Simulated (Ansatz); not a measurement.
One crystal and one scan (scan of one atom of the cell) at two levels, PBE (plane waves to 420 eV, PAW, scalar-relativistic; Ansatz, a quantum-chemistry and plane-wave program) and r2SCAN (plane waves to 500 eV, PAW, scalar-relativistic; Ansatz), each from its own relaxed cell and on its own mesh. The cell shown is that of PBE.

Starting cell, CdSe (zinc blende):

```
CELL_PARAMETERS angstrom
      0.00000     6.19627     6.19627
      3.09814     0.00000     3.09814
      3.09814     3.09814     0.00000
ATOMIC_POSITIONS crystal
  Se 0.37500 0.75000 0.75000
  Se 0.87500 0.75000 0.75000
  Cd 0.00000 0.00000 0.00000
  Cd 0.50000 0.00000 0.00000
```

In each cell atom 2 (Se, nearest neighbour Cd at 2.683 Å; its periodic images, 4.4 Å or more away, move with it) moves by s·(1.000, 0.000, 0.000) (along Cartesian x), the rest being held.

The energy includes the smearing's −TS. CdSe was relaxed with its symmetry unable to fall. Both scans cover s from -0.270 to 0.270 Å.

ΔE (meV/cell), each from the undisplaced structure of its own level:

| s (Å) | PBE | r2SCAN |
|---|---|---|
| -0.270 | 180.3 | 200.9 |
| -0.216 | 116.2 | 129.5 |
| -0.162 | 65.8 | 73.3 |
| -0.108 | 29.4 | 32.8 |
| -0.054 | 7.4 | 8.2 |
| 0.000 | 0.0 | 0.0 |
| 0.054 | 7.4 | 8.3 |
| 0.108 | 29.7 | 33.1 |
| 0.162 | 66.8 | 74.5 |
| 0.216 | 118.7 | withheld |
| 0.270 | 185.0 | 205.9 |

**Question.** Estimate the r2SCAN value at 0.216 from the PBE value there and the ratio of the two levels in the two nearest given rows on that side of the minimum.

**Answer.** At 0.162 and 0.270 the ratio r2SCAN/PBE averages 1.114, which gives 1.114 × 118.7 = 132.2 meV/cell. The calculation gives 132.2 meV/cell, +11.4 % against PBE.

(A displaced cell: forces are minus the slopes of the energy, force constants its curvatures, and phonons follow from these.)
